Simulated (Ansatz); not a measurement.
CaBr₂ in space group Pnnm (No. 58; Ca on 2a, Br on 4g), DFT-r²SCAN in the program Ansatz with PAW potentials. The conduction-band minimum lies at Γ, with 1 equivalent valley. Second derivatives d²E/dk² of the lowest band at one valley (eV·Å²), along Cartesian directions:

| direction | d²E/dk² |
|---|---|
| [100] | 6.846 |
| [010] | 7.262 |
| [001] | 14.63 |
| [110] | 7.045 |
| [101] | 10.74 |
| [011] | 10.95 |

### Question
Find the principal effective masses, the density-of-states mass and the conductivity mass.

### Answer
Off-diagonal terms follow from H_xy = H[110] − (H_xx + H_yy)/2, and m*/mₑ = 7.620 eV·Å² over each eigenvalue: 0.52, 1.0, 1.1. One valley's DOS mass (m₁m₂m₃)^(1/3) = 0.85, conductivity mass 3/(Σ 1/mᵢ) = 0.80 mₑ.

### Question
What effective density of states Nc follows at 300 K for parabolic valleys?

### Answer
Nc = 2.509e19 × 1 × (0.85)^(3/2) ≈ 2.0e19 cm⁻³.

The workflow started from a Materials Project entry (that database holds measured and hypothetical structures alike); the Crystallography Open Database files this formula in space group No. 58, but the cells were not matched. Its standing as an ambient phase is unchecked. The r²SCAN relaxation kept the symmetry of its start; its stability against distortions is not shown here. Spin–orbit coupling is left out wherever it is not named.

Potentials: the later of the program's two PAW sets.

Edges and masses are those of Kohn–Sham bands, whose gap is no quasiparticle gap.
